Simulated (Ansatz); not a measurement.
An Ansatz (a program for electronic structure) input:

Ansatz 0.2 input:
```yaml
crystal:
  lattice:
    - [0.0, 2.7221680333, 2.7221680333]
    - [2.7221680333, 0.0, 2.7221680333]
    - [2.7221680333, 2.7221680333, 0.0]
  atoms:
    - { symbol: Si, position: [0.5, 0.5, 0.5] }
    - { symbol: Si, position: [0.75, 0.75, 0.75] }
kpoints:
  mp_grid: { grid: [8, 8, 8] }
hamiltonian:
  xc: r2scan
  pseudopotentials: { kind: paw }
scf:
  occupations: { method: fixed }
output:
  optics: { e_range: [0.0, 15.0], de: 0.05, sigma: 0.1, bands: { spectra_wanted_up_to: 12 eV } }
```

Question: How many symmetry operations and irreducible k-points will the run report?

Answer: 48 operations, 29 of 512 k-points.

Question: With a cutoff of 500 eV, how many plane waves at Γ?

Answer: 965.

It took around 9 core-seconds (rough) on shared server cores.

Space group Fd-3m (diamond). The r²SCAN relaxation kept the symmetry of its start.

Potentials: the later of the program's two PAW sets.

Ansatz is a plane-wave DFT program.
